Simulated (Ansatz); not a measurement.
MgSe:
```cif
data_Mg2Se2
_chemical_formula_sum 'Mg2 Se2'
_space_group_name_H-M_alt 'P 1'
_space_group_IT_number 1
_cell_length_a 4.22189
_cell_length_b 4.22189
_cell_length_c 6.81468
_cell_angle_alpha 90.000
_cell_angle_beta 90.000
_cell_angle_gamma 120.000
loop_
_space_group_symop_operation_xyz
  'x, y, z'
loop_
_atom_site_label
_atom_site_type_symbol
_atom_site_fract_x
_atom_site_fract_y
_atom_site_fract_z
_atom_site_occupancy
Mg1 Mg 0.66667 0.33333 0.49819 1
Mg2 Mg 0.33333 0.66667 0.99819 1
Se1 Se 0.66667 0.33333 0.87681 1
Se2 Se 0.33333 0.66667 0.37681 1
```

Relaxed with r²SCAN. r²SCAN in the plane-wave PAW code Ansatz gives a gap of 3.35 eV.

Problem. What gap does HSE06 give on the same cell (Ansatz, PAW)?

Solution. 3.64 eV, 0.28 eV more. The hybrid was solved on a coarser mesh and at special points; its gap is the smallest among all of these.

Cost on shared cores: the r²SCAN run (SCF on a 8×8×4 mesh, then bands and DOS) very roughly 110 core-seconds, the HSE06 run (SCF on 6×6×3, then a few points) roughly 2.0 core-minutes; the tasks are unlike.

Space group P6_3mc (wurtzite). The first step of the workflow began from a Materials Project structure, measured or hypothetical; the Crystallography Open Database copy checked does not list it. COD files the formula under space group No. 225, so this cell is another polymorph or a model. Its standing as an ambient phase is unchecked. The r²SCAN relaxation kept the symmetry of its start; whether a distortion lowers the energy is not shown. Scalar-relativistic: spin–orbit coupling is off unless named, which matters more the heavier the elements.

Potentials: the later of the program's two PAW sets.
